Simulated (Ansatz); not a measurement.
LiCl (rock salt, Fm-3m), PBE in the plane-wave PAW code Ansatz. The conduction-band minimum lies at Γ, with 1 equivalent valley. Second derivatives d²E/dk² of the lowest band at one valley (eV·Å²), along Cartesian directions:

| direction | d²E/dk² |
|---|---|
| [100] | 16.29 |
| [010] | 16.29 |
| [001] | 16.29 |
| [110] | 16.29 |
| [101] | 16.29 |
| [011] | 16.29 |

**Question.** Find the principal effective masses, the density-of-states mass and the conductivity mass.

**Answer.** Off-diagonal terms follow from H_xy = H[110] − (H_xx + H_yy)/2, and m*/mₑ = 7.620 eV·Å² over each eigenvalue: 0.47, 0.47, 0.47. One valley's DOS mass (m₁m₂m₃)^(1/3) = 0.47, conductivity mass 3/(Σ 1/mᵢ) = 0.47 mₑ.

**Question.** What effective density of states Nc follows at 300 K for parabolic valleys?

**Answer.** Nc = 2.509e19 × 1 × (0.47)^(3/2) ≈ 8.1e18 cm⁻³.

The PBE relaxation kept the symmetry of its start.

Potentials: the later of the program's two PAW sets.

Edges and masses are those of Kohn–Sham bands, whose gap is no quasiparticle gap.
